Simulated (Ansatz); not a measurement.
### Question
NbIr (rock salt, Fm-3m) is relaxed with DFT-PBE in the program Ansatz with PAW potentials. What lattice parameters of the conventional cell result?

### Answer
a = 5.271 Å.

The start of the workflow was typed in or built on a structure type; neither database checked (COD, Materials Project) lists it. COD files the formula under space group No. 123. Its standing as an ambient phase is unchecked. Symmetry was held in the PBE relaxation; its stability against distortions is not shown here. The run is not spin-polarised. Scalar-relativistic: spin–orbit coupling is off unless named, which matters more the heavier the elements.

Potentials: the later of the program's two PAW sets.
